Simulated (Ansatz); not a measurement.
A crystal of cell content C8H18N4O5 at more than one level of theory

Plane-wave PAW calculations in Ansatz, scalar-relativistic unless spin-orbit coupling is named; Γ-centred meshes, relaxations with the symmetry kept. Pressure is positive in compression. No spin polarisation at the first level.

Settings: cutoff 420 eV, Γ-centred mesh 4×4×2 on the computed 35-atom cell, Gaussian smearing of 0.02 eV; no spin polarisation.

Structure relaxed with PBE+D3(BJ):

Space group C2 (No. 5). a = 10.330 Å, b = 4.888 Å, c = 11.486 Å, α = 90.00°, β = 90.51°, γ = 90.00°
| atom | site | symmetry | x | y | z |
| --- | --- | --- | --- | --- | --- |
| H | 4c | 1 | 0.5450 | 0.7863 | 0.7669 |
| H | 4c | 1 | 0.9820 | 0.0510 | 0.6021 |
| H | 4c | 1 | 0.6328 | 0.5452 | 0.9455 |
| H | 4c | 1 | 0.6562 | 0.2715 | 0.8655 |
| H | 4c | 1 | 0.7321 | 0.5697 | 0.8277 |
| H | 4c | 1 | 0.6331 | 0.1994 | 0.5291 |
| H | 4c | 1 | 0.7014 | 0.1504 | 0.6702 |
| H | 4c | 1 | 0.7231 | 0.4670 | 0.5967 |
| H | 4c | 1 | 0.5595 | 0.9256 | 0.0408 |
| C | 4c | 1 | 0.9046 | 0.9910 | 0.8286 |
| C | 4c | 1 | 0.5374 | 0.5647 | 0.7795 |
| C | 4c | 1 | 0.5312 | 0.4118 | 0.6641 |
| C | 4c | 1 | 0.6544 | 0.3002 | 0.6125 |
| N | 4c | 1 | 0.8533 | 0.7815 | 0.7731 |
| N | 4c | 1 | 0.6448 | 0.4802 | 0.8586 |
| O | 4c | 1 | 0.9427 | 0.6862 | 0.6866 |
| O | 4c | 1 | 0.8506 | 0.1227 | 0.9112 |
| O | 2a | 2 | 0.0000 | 0.5520 | 0.0000 |

```csv
level,cell,cutoff (eV),k mesh,primitive cell,V (Å³/atom),P (GPa; residual where relaxed),gap on mesh (eV)
PBE+D3(BJ),relaxed,420,4×4×2,"a = 5.71 Å, b = 5.71 Å, c = 11.49 Å, α = 90.46°, β = 90.46°, γ = 50.64°",8.3,0.00,3.69
PBEsol,relaxed,420,4×4×2,"a = 5.70 Å, b = 5.70 Å, c = 11.51 Å, α = 91.18°, β = 91.18°, γ = 51.27°",8.3,0.01,3.63
```

The start is a cell measured at 122 K (doi:10.1107/S0108270197013887), with 8.28 Å³ an atom; a static calculation leaves out thermal expansion, so the difference isn't the functional's error alone.

Cost: 2 runs of about 12 core-minutes in all, on Arm Neoverse V1 (shared hosts).